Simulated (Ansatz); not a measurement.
Given:

HfO₂:
```
HfO2
1.0
    5.11421     0.00000     0.00000
    0.00000     5.18193     0.00000
   -0.87078     0.00000     5.22381
Hf O
4 8
Direct
  0.27620   0.45815   0.70826
  0.72380   0.54185   0.29174
  0.72380   0.95815   0.79174
  0.27620   0.04185   0.20826
  0.44797   0.74233   0.97847
  0.55203   0.25767   0.02153
  0.55203   0.24233   0.52153
  0.44797   0.75767   0.47847
  0.07005   0.33376   0.34403
  0.92995   0.66624   0.65597
  0.92995   0.83376   0.15597
  0.07005   0.16624   0.84403
```

This is the r²SCAN-relaxed structure. x, y and z are the axes in which the lattice vectors are written.

### Question
All from plane-wave PAW r²SCAN (Ansatz code), unless another level is named. Predict the static dielectric constant ε0 (ions relaxed, cell fixed).

### Answer
19.9 (xx), 18.4 (yy), 15.0 (zz).

### Question
Next, the Born charges (a third of the trace)?

### Answer
Hf +5.14, O -2.59 to -2.55 e.

### Question
Next, the Bader charges?

### Answer
Hf +2.73, O -1.39 to -1.34 e.

### Question
Give the electronic dielectric constant ε∞ (DFPT).

### Answer
4.62 (xx), 4.64 (yy), 4.37 (zz).

Space group P2_1/c. Symmetry was held in the r²SCAN relaxation. The run is not spin-polarised. Scalar-relativistic: spin–orbit coupling is off unless named, which matters more the heavier the elements.

Potentials: the earlier of the program's two PAW sets.
